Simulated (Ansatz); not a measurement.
Se (trigonal-Se type, space group P3_121)

```
Se
1.0
    4.03907     0.00000     0.00000
   -2.01954     3.49794     0.00000
    0.00000     0.00000     5.12041
Se
3
Direct
  0.24866   0.24866   0.50000
  0.75134   0.00000   0.83333
  0.00000   0.75134   0.16667
```

The volume is varied about the relaxed value V₀ at fixed cell shape. The atoms relax within the cell's symmetry.

Level of theory: PBEsol (plane waves to 420 eV, PAW, scalar-relativistic; Ansatz, a first-principles code). k mesh 9×9×7 (Γ-centred), Fermi-Dirac smearing 0.05 eV. The energy includes the smearing's −TS. Stress and pressure are positive under compression. With the shape held, the modulus is that of even scaling; a crystal free to change shape is softer. Se was relaxed with its symmetry unable to fall. The PAW data are Ansatz's earlier set. ΔE is measured from the relaxed starting cell.

| V (Å³/atom) | ΔE (meV/atom) |
|---|---|
| 21.703 | 33.1 |
| 22.306 | 17.4 |
| 22.909 | 7.2 |
| 23.512 | 1.7 |
| 24.114 | 0.0 |
| 24.717 | 1.5 |
| 25.320 | withheld |
| 25.923 | 12.2 |
| 26.526 | 20.6 |

Fit a third-order Birch-Murnaghan form (E₀, V₀, B₀, B₀′ free) to the given rows and predict ΔE at V = 25.320.

Least squares on the 8 given rows: ΔE = E₀ + (9V₀B₀/16)·y²·[2 + (B₀′ − 4)y], y = (V₀/V)^(2/3) − 1, with V₀ = 24.112 Å³/atom, B₀ = 34.32 GPa (160.2 GPa = 1 eV/Å³; the term in eV is multiplied by 1000), B₀′ = 6.17, E₀ = -0.02 meV/atom; root-mean-square residual 0.03 meV/atom. At 25.320 the fit gives 5.7 meV/atom; the calculation gives 5.8 meV/atom, so the interpolation is off by -0.1 (-1.7 %). For the pressure the fit gives -1.44 GPa against the computed -1.42 GPa.

(A scan under strain: stresses follow from slopes of the energy per volume, elastic moduli from its curvatures.)
